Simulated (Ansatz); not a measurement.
Given:

AlRh:
```xyz
2
Lattice="2.9484 0.0000 0.0000 0.0000 2.9484 0.0000 0.0000 0.0000 2.9484" Properties=species:S:1:pos:R:3 pbc="T T T"
Al     0.0000     0.0000     0.0000
Rh     1.4742     1.4742     1.4742
```

This is the LDA-relaxed structure.

All from LDA (plane waves, PAW; program Ansatz), unless another level is named. Predict the density of states at the Fermi level.

0.22 states/eV per atom (mean over ±0.08 eV).

Next, the formation energy from the elements (no fitted shifts)?

-108 kJ/mol of atoms.

Space group Pm-3m (CsCl type). The first step of the workflow began from a Materials Project structure, measured or hypothetical; the Crystallography Open Database copy checked does not list it. With Al and Rh taken as one species the cell has the higher symmetry Im-3m, so it may be an ordered model of a mixed-site phase. Whether it is the stable phase at ambient conditions was not checked. Symmetry was held in the LDA relaxation; of distortions, only those at the zone centre were tested. No spin polarisation was allowed. The references are the lowest solids computed at this level, not always the standard phases. Scalar-relativistic: spin–orbit coupling is off unless named, which matters more the heavier the elements.

Potentials: the later of the program's two PAW sets.
